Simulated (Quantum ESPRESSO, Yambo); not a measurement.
GaAlN$_{2}$ (space group P-4m2, No. 115): static response along x against the Γ-centred k mesh (Yambo on LDA (pw.x of Quantum ESPRESSO, ONCV potentials, without SOC) bands; 37 bands, 4 Ry block). The smallest direct LDA gap is 3.11 eV. Axes are Cartesian, with cell vectors (Å) (3.11, 0.00, 0.00), (0.00, 3.11, 0.00), (0.00, 0.00, 4.38).

```tsv
k mesh	ε(0), independent particles	ε(0), RPA with local fields
4×4×4	5.80	5.54
6×6×4	5.37	5.11
8×8×6	5.28	5.02
10×10×8	(withheld)	(withheld)
```

### Question
What does the densest mesh give?

### Answer

- 10×10×8, ε(0), independent particles: 5.27
- 10×10×8, ε(0), RPA with local fields: 5.01

The last step changes the RPA value by 0.3 %. Electronic response only; costs are rough.

Geometry relaxed with LDA; primitive cell a = 3.111 Å, b = 3.111 Å, c = 4.379 Å, α = 90.00°, β = 90.00°, γ = 90.00°.

The structure is a Materials Project entry; no match was found in the copy of COD used, and its stability was not checked.
